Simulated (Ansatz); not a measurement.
## Computed properties of Al

Al:
```
CELL_PARAMETERS angstrom
      2.81960     0.00000     0.00000
     -1.40980     2.44185     0.00000
      0.00000     0.00000     4.59406
ATOMIC_POSITIONS crystal
  Al 0.66667 0.33333 0.75000
  Al 0.33333 0.66667 0.25000
```

Space group P6_3/mmc (No. 194), hcp (Mg type); conventional cell a = b = 2.820 Å, c = 4.594 Å, α = β = 90.00°, γ = 120.00°.

Method: plane-wave PAW r²SCAN+D4 (Ansatz code). Structure relaxed to zero pressure with the same functional. Other levels are named where they apply.

**Cell and energy**

- Volume per atom = 15.82 Å³
- Density = 2.83 g/cm³

**Electronic structure**

Electronic character: metallic (no gap)
Density of states at the Fermi level: 0.39 states/eV per atom (mean over ±0.08 eV)

**Mechanics**

* **Bulk modulus (Birch–Murnaghan fit)**: 91.3 GPa
* **Pressure derivative B′**: 4.3
* **Elastic constants (relaxed ions, GPa)**: C11 = 146, C12 = 68.8, C13 = 57.8, C33 = 161, C44 = 20.5
* **Mechanical stability**: stable (all eigenvalues of C positive)
* **Hill bulk and shear moduli**: 91.4 and 31.7 GPa
* **Young's modulus**: 85.3 GPa
* **Poisson's ratio**: 0.34
* **Debye temperature from the elastic constants**: 446 K

The workflow started from a Materials Project entry (that database holds measured and hypothetical structures alike); the Crystallography Open Database copy checked does not list it. It is not the phase usual at ambient conditions (space group No. 225). Symmetry was held in the r²SCAN+D4 relaxation; whether a distortion lowers the energy is not shown. The pairwise dispersion correction was not fitted to metals. As this level gives no gap, shear constants depend on the k-mesh and smearing (Fermi–Dirac, 0.1 eV here). Axis ratios of metals converge slowly with the k-mesh, so a and c are less sure than the volume. On the denser mesh and wider smearing of the elastic run this cell carries a stress of 0.7 GPa.

Potentials: the later of the program's two PAW sets.
